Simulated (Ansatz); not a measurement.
MoPd:
```yaml
crystal:
  lattice:
    - [3.15904, 0.00000, 0.00000]
    - [0.00000, 3.15904, 0.00000]
    - [0.00000, 0.00000, 3.15904]
  atoms:
    - { symbol: Pd, position: [0.00000, 0.00000, 0.00000] }
    - { symbol: Mo, position: [0.50000, 0.50000, 0.50000] }
```

Relaxed with PBE. Special points in fractions of this cell's reciprocal vectors: Γ (0.000, 0.000, 0.000); X (0.000, 0.500, 0.000); M (0.500, 0.500, 0.000); R (0.500, 0.500, 0.500).

List the band energies nearest the Fermi level at these points for PBE with spin–orbit coupling (plane waves, PAW; program Ansatz).

In eV from the Fermi level; about four levels below and three above (degenerate sets whole), none deeper than 8.9 eV; points with the same levels are listed once.

```json
[
 {"k": "Γ", "below": "-0.13 -0.13 -0.13 -0.13", "above": "2.10 2.10 2.10 2.10"},
 {"k": "X", "below": "-0.48 -0.48 -0.24 -0.24", "above": "1.14 1.14 3.34 3.34"},
 {"k": "M", "below": "-1.76 -1.76 -1.07 -1.07", "above": "0.36 0.36 0.99 0.99 0.99 0.99"},
 {"k": "R", "below": "-1.69 -1.69 -1.69 -1.69", "above": "2.46 2.46 2.46 2.46"}
]
```

Space group Pm-3m (CsCl type). The start of the workflow was typed in or built on a structure type; neither database checked (COD, Materials Project) lists it. Whether it is the stable phase at ambient conditions was not checked. The PBE relaxation kept the symmetry of its start; its stability against distortions is not shown here. The run is not spin-polarised. Its formation energy is positive at this level, so the cell may be metastable or incomplete.

Potentials: the later of the program's two PAW sets.
